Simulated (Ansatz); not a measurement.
LiGeN in space group P6_3mc (No. 186; Li on 2b, Ge on 2a, N on 2b) at seven volumes, DFT-PBE in the program Ansatz with PAW potentials, shape and atoms relaxed at each. One row is withheld.

```
V (Å³/atom)  P (GPa)
-----------  -------
11.266          7.77
11.637          4.74
12.009             ?
12.380          0.00
12.751         -1.78
13.123         -3.21
13.494         -4.32
```

Fit the shown pressures and predict the withheld one.

P = (3/2)B₀(x^(7/2) − x^(5/2))[1 + (3/4)(B′ − 4)(x − 1)] with x = (V₀/V)^(2/3). Least squares on the six rows gives V₀ = 12.379 Å³/atom, B₀ = 64.0 GPa, B′ = 5.47. At V = 12.009, x = 1.0204 and P = 2.11 GPa. The run itself gave 2.15 GPa.

The workflow started from a Materials Project entry (that database holds measured and hypothetical structures alike); the Crystallography Open Database copy checked does not list it. Whether it is the stable phase at ambient conditions was not checked. The PBE relaxation kept the symmetry of its start; its stability against distortions is not shown here.

Potentials: the later of the program's two PAW sets.
